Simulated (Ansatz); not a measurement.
Theory: DFT PBE, scalar-relativistic, plane waves, PAW (Ansatz 0.2.0). Cutoff 420 eV, Γ-centred meshes of about 0.25 Å⁻¹ or finer for metals and 0.3 Å⁻¹ for insulators (2π included), Gaussian smearing. No spin polarisation.

Relaxed forms of Ge3Te2O:

Cell 1. Space group R-3m (No. 166), trigonal, a = 4.515 Å, c = 29.645 Å. Ge on a site of symmetry -3m is surrounded by 6 Te at 3.08 Å; Ge on a site of symmetry 3m is surrounded by 1 O at 1.82 Å and 3 Te at 3.00 Å; Te is surrounded by 6 Ge at 3.00–3.08 Å; O has 2 Ge at 1.82 Å.

Cell 2. Space group P2_1 (No. 4), monoclinic, a = 4.173 Å, b = 4.420 Å, c = 16.559 Å, β = 90.9°. Around Ge on its first site lie 3 Te at 2.85–2.87 Å and 3 Te at 3.25–3.26 Å; around Ge on its second site lie 3 Te at 2.82–2.85 Å, 1 Ge at 3.08 Å and 2 Te at 3.27–3.28 Å; Te on its first site has 3 Ge at 2.85 Å and 3 Ge at 3.25–3.26 Å; around O lie 2 Ge at 1.84–1.88 Å; 2 more sites not described.

Cell 3. Space group P4/nmm (No. 129), tetragonal, a = 4.142 Å, c = 18.588 Å. Ge on its first site has 5 Te at 2.80–2.95 Å and 1 Te at 3.38 Å; around Ge on its second site lie 1 Te at 2.76 Å and 4 Te at 2.95 Å; around Te on its first site lie 1 Ge at 2.76 Å, 4 Ge at 2.95 Å and 1 Ge at 3.38 Å; O has 4 Ge at 2.22 Å and 4 O at 2.93 Å; 2 more sites not described.

Problem. Order them by Kohn–Sham gap, widest first, and say which is lowest in energy.

Solution. Gaps on the mesh: 0.88 eV for cell 2, 0.49 eV for cell 3, none for cell 1. Lowest in energy is cell 2; cell 3 lies 89 meV/atom higher and cell 1 lies 134 meV/atom higher. The lowest form also has the widest gap. Counting Ge or Te atoms around O (for each partner element, those within 1.25 times its shortest distance or 1.15 times the sum of covalent radii, where it is the nearest in units of that sum or under 1.3; the shortest distance is added where it exceeds 1.18 times the sum of covalent radii): cell 1 (R-3m, 29.1 Å³/atom) has O 2; cell 2 (P2_1, 25.4 Å³/atom) has O 2; cell 3 (P4/nmm, 26.6 Å³/atom) has O 4 from 2.2 Å.

Gaps are read on each cell's k mesh and can be smaller between its points; Kohn–Sham gaps at this level usually fall short of measured ones, and a small gap can close altogether. No dispersion correction is applied, so the spacing and binding between layers, chains or molecules are poorly described (P2_1, P4/nmm), and this can change margins and order among such cells. These runs have no spin–orbit coupling, which can matter for Te. The zero gap of R-3m may come from the functional, which often closes small gaps. With atoms moved at random, cell 3 (by 89 meV/atom) fell into a lower structure. Cell 1 and cell 2 had no clear such test and can be saddle points. Some candidate types were left out of the draw beforehand, so a known form may be missing.
